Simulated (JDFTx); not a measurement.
An input for a modified build of JDFTx (Pt(110), CANDLE, water, 1 M KCl; bohr, hartree) and the course of its log:

```
lattice \
  7.4514735683 0.0000000000 0.0000000000 \
  0.0000000000 5.2689874820 0.0000000000 \
  0.0000000000 0.0000000000 46.4872626658
coords-type Lattice
ion Pt 0.0000000000 0.0000000000 -0.1093756182 0
ion Pt 0.5000000000 0.5000000000 -0.0566713030 0
ion Pt 0.0000000000 0.0000000000 0.0000000000 0
ion Pt 0.5000000000 0.5000000000 0.0566713030 0
ion Pt 0.0000000000 0.0000000000 0.1093756182 0
ion-species pseudo/pt_pbe_v1.4.upf
elec-cutoff 20 100
elec-ex-corr gga-PBE
coulomb-interaction Slab 001
coulomb-truncation-embed 0 0 0
kpoint-folding 6 8 1
elec-smearing Fermi 0.01
elec-n-bands 53
target-mu -0.172354
electronic-scf nIterations 100 energyDiffThreshold 1e-07
fluid LinearPCM
pcm-variant CANDLE
fluid-solvent H2O
fluid-cation K+ 1
fluid-anion Cl- 1
fluid-minimize nIterations 400 knormThreshold 1e-12
wavefunction read f0.wfns
elec-initial-eigenvals f0.eigenvals
elec-initial-fillings read f0.fillings
fluid-initial-state f0.fluidState
dump-name f0_u1.$VAR
dump End State Ecomponents EigStats BandEigs Forces ElecDensity IonicPositions Fillings Kpoints Dtot FluidDebug BoundCharge FluidDensity
```

```
[one cycle in 5 is shown, and the last three; fluid-solver lines are left out]
	FillingsUpdate:  mu: -0.172354000  nElectrons: 81.441873
SCF: Cycle:  0   G: -430.528984396058149   dG: +4.030e-01   |Residual|: 1.085e-01   |deigs|: 2.262e-05
	FillingsUpdate:  mu: -0.172354000  nElectrons: 80.242317
SCF: Cycle:  5   G: -430.925718210481193   dG: -9.930e-03   |Residual|: 1.503e-02   |deigs|: 6.516e-04
	FillingsUpdate:  mu: -0.172354000  nElectrons: 80.272637
SCF: Cycle: 10   G: -430.923311103949118   dG: -1.504e-03   |Residual|: 1.837e-02   |deigs|: 7.377e-04
	FillingsUpdate:  mu: -0.172354000  nElectrons: 81.404550
SCF: Cycle: 15   G: -430.548008947709775   dG: -1.340e-01   |Residual|: 1.055e-01   |deigs|: 1.396e-03
	FillingsUpdate:  mu: -0.172354000  nElectrons: 81.041546
SCF: Cycle: 20   G: -430.731714008950632   dG: -1.273e-02   |Residual|: 7.715e-02   |deigs|: 2.233e-04
	FillingsUpdate:  mu: -0.172354000  nElectrons: 81.110814
SCF: Cycle: 25   G: -430.701982623594574   dG: +4.877e-03   |Residual|: 8.246e-02   |deigs|: 2.349e-04
	FillingsUpdate:  mu: -0.172354000  nElectrons: 81.098087
SCF: Cycle: 30   G: -430.730971283756105   dG: +1.009e-01   |Residual|: 7.618e-02   |deigs|: 2.530e-03
	FillingsUpdate:  mu: -0.172354000  nElectrons: 80.794791
SCF: Cycle: 35   G: -430.827286013768230   dG: -7.064e-03   |Residual|: 5.619e-02   |deigs|: 1.636e-04
	FillingsUpdate:  mu: -0.172354000  nElectrons: 81.005019
SCF: Cycle: 40   G: -430.747016815792847   dG: -5.050e-03   |Residual|: 7.387e-02   |deigs|: 8.844e-05
	FillingsUpdate:  mu: -0.172354000  nElectrons: 81.356275
SCF: Cycle: 45   G: -430.622227761378269   dG: +1.703e-01   |Residual|: 9.322e-02   |deigs|: 2.614e-03
	FillingsUpdate:  mu: -0.172354000  nElectrons: 81.238038
SCF: Cycle: 50   G: -430.677455486620204   dG: -4.923e-03   |Residual|: 8.464e-02   |deigs|: 1.168e-04
	FillingsUpdate:  mu: -0.172354000  nElectrons: 81.111253
SCF: Cycle: 55   G: -430.729638030901754   dG: -2.120e-01   |Residual|: 7.600e-02   |deigs|: 2.832e-03
	FillingsUpdate:  mu: -0.172354000  nElectrons: 80.904487
SCF: Cycle: 60   G: -430.799282484406888   dG: -1.167e-01   |Residual|: 6.269e-02   |deigs|: 1.818e-03
	FillingsUpdate:  mu: -0.172354000  nElectrons: 81.235363
SCF: Cycle: 65   G: -430.691042176561552   dG: +9.204e-02   |Residual|: 8.236e-02   |deigs|: 2.286e-03
	FillingsUpdate:  mu: -0.172354000  nElectrons: 81.073116
SCF: Cycle: 70   G: -430.726312218234114   dG: -7.158e-01   |Residual|: 7.757e-02   |deigs|: 6.651e-03
	FillingsUpdate:  mu: -0.172354000  nElectrons: 81.684558
SCF: Cycle: 75   G: -430.460221330149977   dG: -2.512e-02   |Residual|: 1.126e-01   |deigs|: 2.464e-04
	FillingsUpdate:  mu: -0.172354000  nElectrons: 81.856058
SCF: Cycle: 80   G: -430.246461818667683   dG: -1.403e+00   |Residual|: 1.411e-01   |deigs|: 1.110e-02
	FillingsUpdate:  mu: -0.172354000  nElectrons: 81.656512
SCF: Cycle: 85   G: -430.476329330158933   dG: +2.794e-03   |Residual|: 1.110e-01   |deigs|: 1.241e-04
	FillingsUpdate:  mu: -0.172354000  nElectrons: 81.688257
SCF: Cycle: 90   G: -430.441708090889222   dG: -4.578e-02   |Residual|: 1.156e-01   |deigs|: 6.887e-04
	FillingsUpdate:  mu: -0.172354000  nElectrons: 81.310605
SCF: Cycle: 95   G: -430.598894561315376   dG: +2.895e-01   |Residual|: 9.825e-02   |deigs|: 4.438e-03
	FillingsUpdate:  mu: -0.172354000  nElectrons: 80.947447
SCF: Cycle: 97   G: -430.782842730017364   dG: -2.200e+00   |Residual|: 6.607e-02   |deigs|: 1.864e-02
	FillingsUpdate:  mu: -0.172354000  nElectrons: 81.516592
SCF: Cycle: 98   G: -430.551244201846998   dG: +2.316e-01   |Residual|: 1.019e-01   |deigs|: 3.605e-03
	FillingsUpdate:  mu: -0.172354000  nElectrons: 81.477078
SCF: Cycle: 99   G: -430.568609724412056   dG: -1.737e-02   |Residual|: 9.966e-02   |deigs|: 5.607e-04
SCF: None of the convergence criteria satisfied after 100 iterations.
IonicMinimize: Iter:   0  G: -430.568609724412056  |grad|_K:  0.000e+00
IonicMinimize: Converged (|grad|_K<1.000000e-04).
```

This run gave no converged result. The electronic loop ended without meeting its threshold, so the last energy, electron count and forces aren't results.
